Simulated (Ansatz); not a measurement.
Pt (fcc (Cu type), space group No. 225) at seven volumes, plane-wave PAW PBE (Ansatz code), scaled uniformly. One row is withheld.

```tsv
V (Å³/atom)	P (GPa)
14.236	30.20
14.705	18.16
15.174	8.21
15.644	0.00
16.113	-6.76
16.582	?
17.052	-16.83
```

Q: Fit the shown pressures and predict the withheld one.

A: P = (3/2)B₀(x^(7/2) − x^(5/2))[1 + (3/4)(B′ − 4)(x − 1)] with x = (V₀/V)^(2/3). Least squares on the six rows gives V₀ = 15.644 Å³/atom, B₀ = 247 GPa, B′ = 5.48. At V = 16.582, x = 0.9619 and P = -12.26 GPa. The run itself gave -12.31 GPa.

Space group Fm-3m (fcc (Cu type)). The cell was relaxed with PBE under the symmetry of its start. The run is not spin-polarised. Spin–orbit coupling is left out wherever it is not named.

Potentials: the later of the program's two PAW sets.
